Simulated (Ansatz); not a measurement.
Below is a relaxed structure of SnCl. The cell was found from a structure generator's guess, not taken from experiment.

All numbers below come from DFT PBE, scalar-relativistic, plane waves, PAW in Ansatz. Cutoff 420 eV, Γ-centred mesh, Gaussian smearing, no spin polarisation.

```cif
data_structure
_symmetry_space_group_name_H-M 'P 1'
_symmetry_Int_Tables_number 1
_cell_length_a 3.3420
_cell_length_b 3.5711
_cell_length_c 4.6801
_cell_angle_alpha 90.000
_cell_angle_beta 90.000
_cell_angle_gamma 90.000
_cell_volume 55.86
loop_
_atom_site_label
_atom_site_type_symbol
_atom_site_fract_x
_atom_site_fract_y
_atom_site_fract_z
_atom_site_occupancy
Sn1 Sn 0.50000 0.50000 0.00000 1
Cl1 Cl 0.50000 0.00000 0.50000 1
```

The zero of energy is the elements' standard structures at the same level (Cl₂ as a molecule); no fitted shifts are applied. The references include grey tin.

**Question.** Find its symmetry and describe it.

**Answer.** Pmmm (No. 47). Conventional cell: a = 3.342 Å, b = 3.571 Å, c = 4.680 Å. Around Sn lie 4 Cl at 2.94 Å, 2 Sn at 3.34 Å and 2 Sn at 3.57 Å; around Cl lie 4 Sn at 2.94 Å, 2 Cl at 3.34 Å and 2 Cl at 3.57 Å.

**Question.** What is its formation energy per atom?

**Answer.** −0.53 eV/atom.

**Question.** Is it a metal?

**Answer.** Yes, bands cross the Fermi level on the 16×16×12 mesh.

The last run used a 16×16×12 mesh (in the run's order of axes) for its 2-atom cell and Gaussian smearing of 0.10 eV. An odd number of electrons in the primitive cell allows no gap without spin; a larger cell or a magnetic state could open one. A structure relaxed within its symmetry needn't be a true minimum. Another cell of SnCl relaxed alike, in P4/nmm, lies 59 meV/atom lower, so this cell isn't the stable form at this level.
